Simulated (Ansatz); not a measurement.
input.yaml (Ansatz)

```yaml
crystal:
  lattice:
    - [4.5480067166, 0.0, 0.0]
    - [0.0, 4.5480067166, 0.0]
    - [0.0, 0.0, 4.5480067166]
  atoms:
    - { symbol: Rb, position: [0.0, 0.0, 0.0] }
hamiltonian:
  xc: lda
  pseudopotentials:
    kind: paw
    azcp:
      Rb: "pseudopotentials/Rb.paw.azcp"
basis:
  ecutwfc: 420
  fft_grid_basis: typed
kpoints:
  mp_grid: { grid: [7, 7, 7], shift: [0, 0, 0] }
magnetization:
  spin_polarized: false
scf:
  occupations: { method: fermi_dirac, width: 0.1 }
relax:
  max_steps: 60
  f_tol: 0.01
  cell: {}
output:
  write_density: true
  write_potential: true
  elf: true
  volumetric_format: npy
```

Terminal output

```
Warning: the record states the generating functional pbe (its physics header spells it `PBE`), which answers neither for hamiltonian.xc's functional nor for the lda family's — results may be inconsistent (PPs are generated against a specific XC)
Engine: ansatz 0.2.0, x86_64-unknown-linux-gnu
Pseudopotentials: kind: paw
Pseudopotential: Rb, paw, valence charge 9, recommended cutoff 420 eV (normal) 
Functional definition: SPW92
  exchange = slater_x
  correlation = pw_c
Crystal: 1 atoms, lattice volume = 94.073 Å³
Basis set: ecut = 420 eV, 1839 PW (Γ)
Bands: 9, of which v1, the nominal top of the filled ones, is band 5 counted from 1 (4 counted from 0)
Symmetry: 48 space group operations
Space group: Pm-3m (ITA 221), of the structure as read, at distance tolerance 4.5e-5 Å
k-points: 20 of 343
Non-local potential: Rb, projectors of the file, l = 0: 3, l = 1: 2, l = 2: 2
PAW form: soft (Blöchl's): semilocal exchange-correlation on the pseudo side does not see the compensation charge
PAW frozen core: Rb, regenerated for the run's functional, and the local potential with it (the file was generated under x = pbe(κ = 0.804, μ = 0.2195149727645171), c = pbe(β = 0.06672455060314922))
PAW one-centre angular grid: Rb, 110 points (default); XC on 64 Gauss nodes
Initial density: superposition of atomic densities (neutral atoms: chi_scale 0, normalization atom), corrected by the library's trained network
Initial wavefunctions: pseudopotential atomic-orbital guess
Functional: x = slater, c = lda
SCF iter   1: F=—  HF=-3170.664696 eV  |F-HF|=—  |Δ(HF+E_count)|=         —  Δρ=2.76e-3  dr2=5.36e-3  ethr=1.77e-3  ⟨swp⟩=7.7  Hψ=1496  notcnv=0
SCF iter   2: F=—  HF=-3170.664174 eV  |F-HF|=—  |Δ(HF+E_count)|=   5.22e-4  Δρ=1.47e-3  dr2=2.31e-3  ethr=5.95e-5  ⟨swp⟩=1.6  Hψ=372  notcnv=0
SCF iter   3: F=—  HF=-3170.664228 eV  |F-HF|=—  |Δ(HF+E_count)|=   5.37e-5  Δρ=2.60e-4  dr2=9.08e-5  ethr=2.57e-5  ⟨swp⟩=2.6  Hψ=286  notcnv=0
SCF iter   4: F=—  HF=-3170.664240 eV  |F-HF|=—  |Δ(HF+E_count)|=   1.21e-5  Δρ=1.16e-4  dr2=1.55e-5  ethr=1.01e-6  ⟨swp⟩=2.0  Hψ=273  notcnv=0
SCF iter   5: F=—  HF=-3170.664234 eV  |F-HF|=—  |Δ(HF+E_count)|=   5.74e-6  Δρ=2.33e-5  dr2=5.72e-7  ethr=1.72e-7  ⟨swp⟩=2.5  Hψ=264  notcnv=0
SCF iter   6: F=-3170.664234 eV  HF=-3170.664234 eV  |F-HF|=1.71e-9  |Δ(HF+E_count)|=   2.29e-7  Δρ=1.48e-6  dr2=2.67e-9  ethr=1.11e-9  ⟨swp⟩=9.2  Hψ=1016  notcnv=0
SCF 1 converged in 6 iterations: F = -3170.664234 eV  dr2 = 2.67e-9
relax step   1: F+E_penalty+E_count = -3170.66423364 eV  Δ(F+E_penalty+E_count) = +0.000e0 eV  max|allowed force component| = 0.000e0 eV/Å  Δτ_max = 0.0000 Å  P = -0.240 GPa  Ω = 94.073 Å³  (6 SCF iters, dr2 threshold 1.00e-7 eV, accepted)
Crystal: 1 atoms, lattice volume = 93.213 Å³
...
Initial wavefunctions: pseudopotential atomic-orbital guess (no wavefunctions were taken with the density)
iter 1 solved again at ethr=5.47e-8 eV; its pass at ethr=3.10e-3 eV (dr2=4.92e-6 eV) is discarded
SCF iter   1: F=—  HF=-3170.671919 eV  |F-HF|=—  |Δ(HF+E_count)|=         —  Δρ=2.69e-5  dr2=7.98e-8  ethr=5.47e-8  ⟨swp⟩=4.2  Hψ=2168  notcnv=0
SCF iter   2: F=—  HF=-3170.671919 eV  |F-HF|=—  |Δ(HF+E_count)|=   1.28e-7  Δρ=1.33e-5  dr2=1.87e-8  ethr=8.87e-10  ⟨swp⟩=1.6  Hψ=226  notcnv=0
SCF iter   3: F=—  HF=-3170.671919 eV  |F-HF|=—  |Δ(HF+E_count)|=   3.70e-9  Δρ=4.20e-7  dr2=1.24e-10  ethr=2.07e-10  ⟨swp⟩=1.1  Hψ=181  notcnv=0
SCF iter   4: F=-3170.671919 eV  HF=-3170.671919 eV  |F-HF|=1.82e-12  |Δ(HF+E_count)|=  2.27e-11  Δρ=1.20e-7  dr2=3.81e-12  ethr=1.00e-12  ⟨swp⟩=8.3  Hψ=1061  notcnv=0
SCF 5 converged in 4 iterations: F = -3170.671919 eV  dr2 = 3.81e-12
relax step   5: F+E_penalty+E_count = -3170.67191947 eV  Δ(F+E_penalty+E_count) = +3.482e-5 eV  max|allowed force component| = 0.000e0 eV/Å  Δτ_max = 0.0000 Å  P = -0.007 GPa  Ω = 84.881 Å³  stress off target by 7.45e-3 GPa  SCF on the basis re-selected at this cell (its energy is not comparable with the rows above)  (4 SCF iters)
basis re-selected at this cell: Δ(F+E_penalty+E_count) = +3.482e-5 eV, ΔP = -0.000 GPa vs the last step (what re-selecting the basis moved, of the pressure what is left beyond the Pulay correction that the steps carried, after the strain that the cell walked since its last selection, with what the two solves' SCF thresholds leave and, on support functions, any second-order correction that the steps lacked; it is no measure of the basis error at this ecutwfc). The dense FFT grid was sized anew with the basis: this SCF ran on 30×30×30 points, the steps before it on 32×32×32, so part of this shift can come from that change (see relax.cell in the input reference). This SCF's stress stands 7.45e-3 GPa from its target on what of the cell is left free (relax.cell.stress_tol is 5.00e-2 GPa) and its largest allowed force component is 0.00e0 eV/Å (relax.f_tol is 1.00e-2 eV/Å): within both
SCF converged after 4 iterations
Free energy (F): -3170.671919 eV
Harris-Foulkes:  -3170.671919 eV  (|F-HF|=1.82e-12)
Internal energy: -3170.647068 eV  (E = F + TS)
E sigma→0 (E₀):  -3170.659494 eV
Entropy (-TS):   -0.024851 eV (-24.851 meV/atom)
Fermi energy:    2.039714 eV
--- Per-component energies (eV) ---
  E_band       = -118.654032
  E_kinetic    = 190.988868
  E_local      = -711.228889  (includes V_loc(G=0)·N_el)
  E_nonlocal   = 178.100233
  E_hartree    = 198.845319
  E_xc         = -127.445395
  E_vxc        = -134.269349  (∫ρ·V_xc dr)
  E_paw        = -2523.670513  (= ΣΔE_a)
  E_vpaw       = -39.935539  (= ΣTr[D̂ρ^β])
  E_aug_tail   = -0.000002  (compensation charges beyond the density's cutoff)
  E_ewald      = -376.507949
  E_core_change = 0.271259  (= ΣΔE_core)
  E_smearing   = -0.024851  (= −TS)
  E_closure    = -0.000000  (closes the sum)
  Σ components = -3170.671919   (vs F -3170.671919, Δ=0.00e0)
--- Forces (eV/Å), atoms counted from 1 ---
  atom   1  Rb    -0.00000000     0.00000000     0.00000000
  max |Σ_I F_I| component: 5.59e-31 eV/Å
--- Stress (GPa, compression-positive) ---
       -0.007449      -0.000000       0.000000
       -0.000000      -0.007449      -0.000000
        0.000000      -0.000000      -0.007449
  P = ⅓ Tr σ = -0.0074 GPa (-0.074 kbar)
--- Band table (eV; the first three rows and the last of 20) ---
  k-point 0: bands = ["-26.9384", "-10.9372", "-10.9372", "-10.9372", "-0.0402", "4.2808", "4.2808", "8.1785", "8.1785"]
  k-point 1: bands = ["-26.9368", "-10.9754", "-10.9339", "-10.9339", "0.1637", "4.2246", "4.3729", "7.3454", "7.3454"]
  k-point 2: bands = ["-26.9331", "-11.0593", "-10.9266", "-10.9266", "0.7323", "3.7151", "4.6089", "6.6600", "6.6600"]
  k-point 19: bands = ["-26.9141", "-11.0777", "-11.0762", "-11.0762", "3.5371", "3.9082", "3.9082", "6.0348", "6.4634"]
--- Relaxed structure (4 steps of the walk, 4 accepted, 1 SCFs on fresh bases) ---
  F+E_penalty+E_count = -3170.67191947 eV   max|allowed force component| = 0.000e0 eV/Å   (the final SCF, on the basis selected at the relaxed cell)
  cell:  # Å, volume = 84.8814 Å³
    - [4.394784115128284, 5.095689644524561e-34, -1.6049416203226963e-33]
    - [-4.6262442205801726e-33, 4.394784115128284, 0.0]
    - [-7.0617431294198645e-34, 1.2839532962581574e-34, 4.394784115128284]
  atoms:
    - { symbol: Rb, position: [0.0, 0.0, 0.0] }
```

Command:

```sh
ansatz run input.yaml --threads 2 --pin off --max-ram 5120MiB --backend cpu --events-out ev --progress --plain --runs-dir out
```

On 2 threads of Intel(R) Xeon(R) 6975P-C (Granite Rapids) (shared host) this took about 1.3 s of wall time and 2.1 s of CPU time.
